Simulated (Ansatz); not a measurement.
Cs$_{2}$NaScCl$_{6}$:
```
CELL_PARAMETERS angstrom
      0.00000     5.08740     5.08740
      5.08740     0.00000     5.08740
      5.08740     5.08740     0.00000
ATOMIC_POSITIONS crystal
  Cs 0.75000 0.75000 0.75000
  Cs 0.25000 0.25000 0.25000
  Na 0.50000 0.50000 0.50000
  Sc 0.00000 0.00000 0.00000
  Cl 0.76009 0.23991 0.23991
  Cl 0.23991 0.76009 0.76009
  Cl 0.23991 0.76009 0.23991
  Cl 0.76009 0.23991 0.76009
  Cl 0.23991 0.23991 0.76009
  Cl 0.76009 0.76009 0.23991
```

Relaxed with LDA.

Question: Give the optical modes at the zone centre with their infrared and Raman activity from DFPT, LDA in the plane-wave PAW code Ansatz.

Answer: Transverse frequencies, without the LO–TO term; a row sums one degenerate level.

```tsv
ω (cm⁻¹)	degeneracy	IR ((D/Å)²/amu)	Raman (Å⁴/amu)	activity	symmetry
40	3	0.00	0	silent	T1g
52	3	0.00	1.3	Raman	T2g
67	3	3.35	0	IR	T1u
91	3	0.00	0	silent	T2u
128	3	9.18	0	IR	T1u
140	3	0.00	49	Raman	T2g
219	3	1.29	0	IR	T1u
233	2	0.00	8.8	Raman	Eg
306	1	0.00	58	Raman	A1g
317	3	32.38	0	IR	T1u
```

Question: How high does the top mode go among those that the LO–TO term moves?

Answer: 362 cm⁻¹ for q along x.

Space group Fm-3m. The first step of the workflow began from a Materials Project structure, measured or hypothetical; the Crystallography Open Database copy checked does not list it. Its standing as an ambient phase is unchecked. The cell was relaxed with LDA under the symmetry of its start; phonons on a q-mesh show no instability. No spin polarisation was allowed. Scalar-relativistic: spin–orbit coupling is off unless named, which matters more the heavier the elements.

Potentials: the later of the program's two PAW sets.
